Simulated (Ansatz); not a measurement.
Structure relaxation, Ta

The start is a relaxed Ta cell, doubled along one cell vector, shaken by Gaussian noise of σ = 0.08 Å a coordinate. Cell shape, volume and atoms are optimised at zero target pressure with PBEsol (plane waves to 420 eV, PAW, scalar-relativistic; Ansatz, a program for electronic structure). First-step values are on the input's coarse k-mesh.

Ansatz input (later rounds restart from its end on a renewed k-mesh):
Ansatz 0.2 input:
```yaml
crystal:
  lattice:
    - [0, 2.5784773803, 4.9189587847]
    - [2.8415038498, 0, 9.8379175694]
    - [1.4207519249, 2.5784773803, 0]
  atoms:
    - { symbol: Ta, position: [0.2320861842, 0.1367060192, 0.3108140293] }
    - { symbol: Ta, position: [0.2926389907, 0.6075569211, 0.2584965374] }
    - { symbol: Ta, position: [-0.001261566, 0.0055818555, -0.0163175931] }
    - { symbol: Ta, position: [-0.02519243, 0.5045249912, 0.0386860148] }
basis: { ecutwfc: 420, ecutrho_ratio: 4, xc_grid: 2, fft_grid_basis: typed }
kpoints: { mp_grid: { grid: [13, 7, 13] } }
hamiltonian:
  xc: pbesol
  dispersion: none
  pseudopotentials: { azcp: { folder: ./paw }, kind: paw }
scf: { occupations: { method: fermi_dirac, width: 0.05 } }
relax: { f_tol: 0.01, max_steps: 100, cell: { stress_tol: 0.02 } }
output: { forces: true, stress: true }
```

### Question
Which atoms feel the largest initial force, and how large is it?

### Answer
1.98 eV/Å, on Ta2 (atoms numbered as listed).

### Question
How do the shortest distances between atoms change?

### Answer
The closest pairs of elements (up to four, under 3.6 Å), start → end: Ta–Ta 2.68 → 2.84 Å.

### Question
Is the relaxed structure metallic? Give its gap.

### Answer
Zero (metallic).

It ends as:

```cif
data_Ta8
_chemical_formula_sum 'Ta8'
_space_group_name_H-M_alt 'Fddd :1'
_space_group_IT_number 70
_space_group_name_Hall 'F 2 2 -1d'
_cell_length_a 2.84410
_cell_length_b 5.15007
_cell_length_c 9.84198
_cell_angle_alpha 90.000
_cell_angle_beta 90.000
_cell_angle_gamma 90.000
loop_
_atom_site_label
_atom_site_type_symbol
_atom_site_symmetry_multiplicity
_atom_site_Wyckoff_symbol
_atom_site_fract_x
_atom_site_fract_y
_atom_site_fract_z
_atom_site_occupancy
Ta1 Ta 8 a 0.00000 0.00000 0.00000 1
```
(The calculation used a cell of 2 atoms; values per cell refer to that cell.)

Final values are on a 19×19×18 k-mesh of the relaxed cell. No spin polarisation in the result.

The relaxed structure here is a generated cell of Ta: the first start was made by placing the elements on the sites of a structure type, and the end was not matched to a known phase here, so it may be hypothetical. Known forms of Ta include space group No. 229.
